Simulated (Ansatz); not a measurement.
Frames from the relaxation of a relaxed WSe2 cell with every coordinate shifted by Gaussian noise of σ = 0.2 Å, as extended XYZ (Å, eV, eV/Å, GPa with compression positive). The numbers are results of r2SCAN (plane waves to 500 eV, PAW, scalar-relativistic; Ansatz, an electronic-structure program), not measurements. Γ-centred k-mesh 8×8×2 on the run's cell (coarser than for final values), Fermi–Dirac smearing 0.05 eV.

```xyz
6
Lattice="3.3286 -0.0097 0.0165 -1.6727 2.8893 -0.0032 0.0682 0.0242 13.8029" Properties=species:S:1:pos:R:3:forces:R:3 pbc="T T T" step=2 free_energy=-42709.295 pressure=-2.8 accepted=T
W      0.1997     1.6785     3.3590    0.2205    1.6540   -1.6762
W      1.5878     1.0336    10.5510    3.2751    0.4830   -4.7267
Se     0.1897     1.8918     8.6003   -1.3209    0.4131    2.6078
Se     2.0257     0.8923     1.5805   -1.5680   -1.1163    1.4498
Se     1.3885     1.5789     5.3491    1.3723   -0.5478    0.2460
Se     0.1223     2.0890    12.0828   -1.9790   -0.8860    2.0994
6
Lattice="3.3099 0.0193 0.0563 -1.6382 2.8503 -0.0353 0.2327 -0.0344 13.7258" Properties=species:S:1:pos:R:3:forces:R:3 pbc="T T T" step=3 free_energy=-42711.138 pressure=-0.8 accepted=T
W      0.2288     1.7710     3.2924   -0.6494    1.8590    0.8765
W      1.8541     0.9996    10.3704    0.3864   -0.2902    0.0100
Se     0.2001     1.8793     8.6794    0.2360    0.5307   -0.0813
Se     1.9754     0.8418     1.6805   -0.7923   -0.4243    0.0464
Se     1.5507     1.4878     5.2880    1.4508   -1.4423   -0.8856
Se     0.2483     1.9776    12.0053   -0.6316   -0.2329    0.0341
6
Lattice="3.3181 -0.0035 -0.0025 -1.6621 2.8737 0.0036 -0.0105 0.0110 13.7291" Properties=species:S:1:pos:R:3:forces:R:3 pbc="T T T" step=9 free_energy=-42712.749 pressure=0.1 accepted=F
W      0.0002     1.9858     3.4574    0.0407   -0.1111   -0.0136
W      1.7595     1.0495    10.2943   -0.0603    0.0068    0.1080
Se     0.0966     2.0094     8.6404    0.0201    0.0015   -0.0702
Se     1.6576     1.0298     1.7976    0.0083   -0.0094   -0.0550
Se     1.6652     1.0125     5.1125   -0.0362    0.1226    0.0615
Se     0.0981     2.0083    11.9594    0.0274   -0.0103   -0.0306
```

The path has 12 moves and ends in P6₃/mmc (No. 194) (AFLOW prototype AB2_hP6_194_c_f (C7, as in MoS2)), about 1.4 eV/atom below its start. Free energies are of the whole cell and compare only within this code, potentials and settings.  No spin polarisation in the result. Without a van der Waals term the distances between weakly bound units are poorly fixed.
